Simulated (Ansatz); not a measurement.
Total density of states per atom from plane-wave PAW r²SCAN (Ansatz code), in 0.25 eV bins, energy from the Fermi level:

(E (eV), states/eV/atom): (-7.85, 0.00); (-7.60, 0.00); (-7.35, 0.00); (-7.10, 0.00); (-6.85, 0.00); (-6.60, 0.10); (-6.35, 0.37); (-6.10, 0.40); (-5.85, 0.41); (-5.60, 0.38); (-5.35, 0.36); (-5.10, 0.37); (-4.85, 0.33); (-4.60, 0.28); (-4.35, 0.24); (-4.10, 0.23); (-3.85, 0.30); (-3.60, 0.40); (-3.35, 0.78); (-3.10, 0.77); (-2.85, 0.50); (-2.60, 0.59); (-2.35, 0.65); (-2.10, 0.66); (-1.85, 0.62); (-1.60, 0.47); (-1.35, 0.24); (-1.10, 0.10); (-0.85, 0.11); (-0.60, 0.18); (-0.35, 0.23); (-0.10, 0.32); (0.15, 0.41); (0.40, 0.35); (0.65, 0.61); (0.90, 0.61); (1.15, 0.82); (1.40, 1.03); (1.65, 1.94); (1.90, 3.98)

Problem. Pick the material that matches.
A) AlN, NiAs type
B) GdGe, Cmcm (Gd on 4c, Ge on 4c)
C) LaGa, Cmcm (La on 4c, Ga on 4c)
D) LaAl2Ge2, P-3m1 (Ge on 2d, Al on 2d, La on 1a)

Solution. D, LaAl2Ge2, P-3m1 (Ge on 2d, Al on 2d, La on 1a). Within 0.5 eV of the Fermi level: La 5d 42 %, Al 3p 16 %, Ge 4p 15 %, Al 3s 11 %, La 4f 7 %. Projections are on Löwdin-orthogonalised atomic valence shells; empty p or d shells of many metals are not among them.

The workflow started from an entry of the Crystallography Open Database (COD). Its standing as an ambient phase is unchecked. The cell was relaxed with r²SCAN under the symmetry of its start; whether a distortion lowers the energy is not shown. Spin–orbit coupling is left out wherever it is not named.

Potentials: the later of the program's two PAW sets.
